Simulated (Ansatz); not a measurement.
A (100) slab of Si (Ia-3 (No. 206)), 8 planes, outer planes Si (top) and Si (bottom), with 32 atoms (Si32) in a surface cell of A = 44.186 Å², as cut from the bulk:

```xyz
32
Lattice="6.6472 0.0000 0.0000 0.0000 6.6472 0.0000 0.0000 0.0000 26.3096" Properties=species:S:1:pos:R:3 pbc="T T T"
Si    2.6542    5.9779    7.5000
Si    0.6694    0.6694    7.5000
Si    3.9930    2.6542    7.5000
Si    5.9779    3.9930    7.5000
Si    2.6542    3.9930    8.8387
Si    0.6694    2.6542    8.8387
Si    3.9930    0.6694    8.8387
Si    5.9779    5.9779    8.8387
Si    5.9779    2.6542   10.8236
Si    3.9930    3.9930   10.8236
Si    0.6694    5.9779   10.8236
Si    2.6542    0.6694   10.8236
Si    5.9779    0.6694   12.1624
Si    3.9930    5.9779   12.1624
Si    0.6694    3.9930   12.1624
Si    2.6542    2.6542   12.1624
Si    2.6542    5.9779   14.1472
Si    0.6694    0.6694   14.1472
Si    3.9930    2.6542   14.1472
Si    5.9779    3.9930   14.1472
Si    2.6542    3.9930   15.4860
Si    0.6694    2.6542   15.4860
Si    3.9930    0.6694   15.4860
Si    5.9779    5.9779   15.4860
Si    5.9779    2.6542   17.4708
Si    3.9930    3.9930   17.4708
Si    0.6694    5.9779   17.4708
Si    2.6542    0.6694   17.4708
Si    5.9779    0.6694   18.8096
Si    3.9930    5.9779   18.8096
Si    0.6694    3.9930   18.8096
Si    2.6542    2.6542   18.8096
```

The calculation used DFT r2SCAN, scalar-relativistic, plane waves, PAW in Ansatz 0.2.0. Settings: cutoff 500 eV, Γ-centred mesh 5×5×1 on the computed 32-atom cell, Gaussian smearing of 0.10 eV; no spin polarisation. The cell repeats along c with a dipole correction in the vacuum.

Against the same 32 atoms in the bulk, the slab as cut lies 9.588 eV higher and the relaxed slab 9.105 eV higher.

(1) Work out the surface energy before and after relaxation.

(2) What is the ideal work of this cut, per area?

Results:

(1) The slab has two faces, so γ = (E_slab − N·E_bulk)/(2A), the mean of both. As cut: 9.588/(2 × 44.186) = 0.1085 eV/Å², and 1 eV/Å² = 16.02 J/m², so γ = 1.74 J/m². Relaxed: 9.105/(2 × 44.186) = 0.1030 eV/Å² = 1.65 J/m². Relaxation recovers 5 % of the cost of cutting.

(2) Griffith's ideal work is 2γ: 3.48 J/m² if the new faces stay rigid, 3.30 J/m² if they relax. Other cuts parallel to this plane can cost less. One thickness was run, 8 planes, so γ can still shift with it.

The reference crystal is a form of Si, which isn't its usual structure.